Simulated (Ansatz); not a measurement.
**Fixed-spin-moment curve of CoGe**

Level of theory: DFT PBEsol, scalar-relativistic, plane waves, PAW (Ansatz).

```
Co Ge
1.0
     2.86169    0.00000    0.00000
     0.00000    2.86169    0.00000
     0.00000    0.00000    2.89191
Co Ge
1 1
Direct
  0.00000 0.00000 0.00000
  0.50000 0.50000 0.50000
```

```
plane-wave cutoff : 420 eV
Γ-centred k-mesh  : 14×14×14
occupation rule   : Gaussian smearing, 0.1 eV
```

The total moment of the cell is held at each value, at fixed atoms.

Site moments are spin moments in atom-centred spheres that scale with the neighbour distance.

```tsv
held moment (μB/cell)	E above lowest (meV/atom)	P (GPa)	site moments (μB)
0.00	17.5	0.0	none over 0.05
0.38	8.2	0.6	Co +0.41
0.75	0.0	2.3	Co +0.75
1.12	37.3	4.8	Co +1.03, Ge +0.06
1.50	?	?	?
1.88	?	?	?
2.25	553.3	23.2	Co +1.84, Ge +0.23
2.62	827.3	29.1	Co +2.07, Ge +0.29
3.00	?	?	?
```

Q: Fill in the withheld rows.

A: The withheld rows:

| held moment (μB/cell) | E above lowest (meV/atom) | P (GPa) | site moments (μB) |
| --- | --- | --- | --- |
| 1.50 | 164.4 | 10.2 | Co +1.32, Ge +0.11 |
| 1.88 | 335.0 | 16.5 | Co +1.60, Ge +0.17 |
| 3.00 | 1164.0 | 35.7 | Co +2.28, Ge +0.36 |

Cost: 9 runs of about 3.4 core-minutes in all, on Intel Xeon Processor @ 2.70GHz (shared hosts).